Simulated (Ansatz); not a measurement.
## Data sheet: SnTePbSe (DFT)

SnTePbSe:
```xyz
4
Lattice="4.3631 0.0000 0.0000 0.0000 4.3631 0.0000 0.0000 0.0000 6.1421" Properties=species:S:1:pos:R:3 pbc="T T T"
Sn     2.1816     2.1816     3.0710
Te     2.1816     2.1816     0.0000
Pb     0.0000     0.0000     0.0000
Se     0.0000     0.0000     3.0710
```

Space group P4/mmm (No. 123); conventional cell a = 4.3631 Å, b = 4.3631 Å, c = 6.1421 Å, α = 90.00°, β = 90.00°, γ = 90.00°.

Method: plane-wave PAW LDA (Ansatz code). Geometry: relaxed at this level of theory. Other levels are named where they apply.

**Cell and energy**

- Volume per atom: 29.23 Å³
- Density: 7.56 g/cm³
- Formation energy from the elements (no fitted shifts): -0.34 eV/atom

**Electronic structure**

* **Electronic character**: no gap, with almost no states at the Fermi level (zero-gap or semimetallic)
* **Density of states at the Fermi level**: 0.01 states/eV per atom (mean over ±0.08 eV)

**Mechanics**

* **Bulk modulus (Birch–Murnaghan fit)**: 53.1 GPa
* **Pressure derivative B′**: 4.4

**Phonons**

Highest zone-centre frequency: 98 cm⁻¹
Zone-centre stability: unstable, softest mode 66i cm⁻¹

The workflow started from a Materials Project entry (that database holds measured and hypothetical structures alike); the Crystallography Open Database copy checked does not list it. Its standing as an ambient phase is unchecked. The LDA relaxation kept the symmetry of its start. As this level gives no gap, phonon frequencies hold no LO–TO term and depend on the k-mesh and smearing (Fermi–Dirac, 0.1 eV here). The references are the lowest solids computed at this level, not always the standard phases. Spin–orbit coupling is left out wherever it is not named.

Potentials: the later of the program's two PAW sets.
